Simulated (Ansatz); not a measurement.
## Exchange in Sr$_{2}$Fe$_{2}$S$_{2}$OF$_{2}$ by functional

```xyz
9
Lattice="-2.0200 2.0200 8.9990 2.0200 -2.0200 8.9990 2.0200 2.0200 -8.9990" Properties=species:S:1:pos:R:3 pbc="T T T"
Sr    0.0000    0.0000   12.0767
Sr    0.0000    0.0000    5.9213
Fe    2.0200    0.0000    0.0000
Fe    0.0000    2.0200    0.0000
S     0.0000    0.0000    1.6884
S     0.0000    0.0000   16.3096
O     0.0000    0.0000    8.9990
F     2.0200    0.0000    4.4995
F     0.0000    2.0200    4.4995
```

The same starts (parallel, antiparallel patterns that fit this cell, and no moments) were run with plane-wave PAW DFT (Ansatz 0.2.0; atoms fixed, collinear spin, no spin-orbit coupling; 8×8×8 Γ-centred mesh, fermi-dirac occupations of width 0.050 eV) at these levels: r2SCAN, 500 eV; r2SCAN with U_eff = 3.1 eV on Fe d (all-electron-ortho-atomic projectors), 500 eV.

**Question.** How do order, exchange and moments depend on the level?

**Answer.** The runs give, at zero smearing:

| level | lowest state | mean moment on Fe (μB) | parallel less best compensated antiparallel (meV per Fe) | gain over no moments (meV per Fe) |
| --- | --- | --- | --- | --- |
| r2SCAN | antiparallel, compensated | 3.22 | +4 | 1791 |
| r2SCAN + U | antiparallel, compensated | 3.34 | +44 | 2160 |

Site moments are taken in small spheres that don't touch (radius about 0.4 of the atom's shortest bond), so those of the magnetic atoms read low. Only r2SCAN + U resolves the two orders, and it favours antiparallel moments: the difference runs from +4 to +44 meV per Fe.

The cell is that of a Crystallography Open Database entry, unchanged.

Caveats: only orders that fit this cell were tried, so the true order may need a larger cell or canted moments; atoms and cell are held at the entry's values; differences under about 5 meV per magnetic atom weren't tested against a denser mesh or another U, and are taken as unresolved; the U is a value in common use, not computed for this crystal; the state without moments isn't the paramagnet, so the last column is no ordering energy, and a U inflates it.
